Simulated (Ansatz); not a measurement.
Given:

SnGe:
```cif
data_GeSn
_chemical_formula_sum 'Sn1 Ge1'
_space_group_name_H-M_alt 'P 1'
_space_group_IT_number 1
_cell_length_a 3.82490
_cell_length_b 3.82490
_cell_length_c 3.71073
_cell_angle_alpha 90.000
_cell_angle_beta 90.000
_cell_angle_gamma 120.000
loop_
_space_group_symop_operation_xyz
  'x, y, z'
loop_
_atom_site_label
_atom_site_type_symbol
_atom_site_fract_x
_atom_site_fract_y
_atom_site_fract_z
_atom_site_occupancy
Sn1 Sn 0.00000 0.00000 0.00000 1
Ge1 Ge 0.66667 0.33333 0.50000 1
```

This is the PBEsol-relaxed structure.

Problem. All from DFT-PBEsol in the program Ansatz with PAW potentials, unless another level is named. Give the Debye temperature from the elastic constants.

Solution. 195 K.

Problem. And the highest zone-centre frequency?

Solution. 141 cm⁻¹.

Space group P-6m2. The cell is a constructed one: a structure type filled with these elements; neither database checked (COD, Materials Project) lists it. Its standing as an ambient phase is unchecked. The cell was relaxed with PBEsol under the symmetry of its start; of distortions, only those at the zone centre were tested. As this level gives no gap, shear constants depend on the k-mesh and smearing (Fermi–Dirac, 0.1 eV here). As this level gives no gap, phonon frequencies hold no LO–TO term and depend on the k-mesh and smearing (Fermi–Dirac, 0.1 eV here). On the denser mesh and wider smearing of the elastic run this cell carries a stress of 0.4 GPa. Spin–orbit coupling is left out wherever it is not named.

Potentials: the later of the program's two PAW sets.
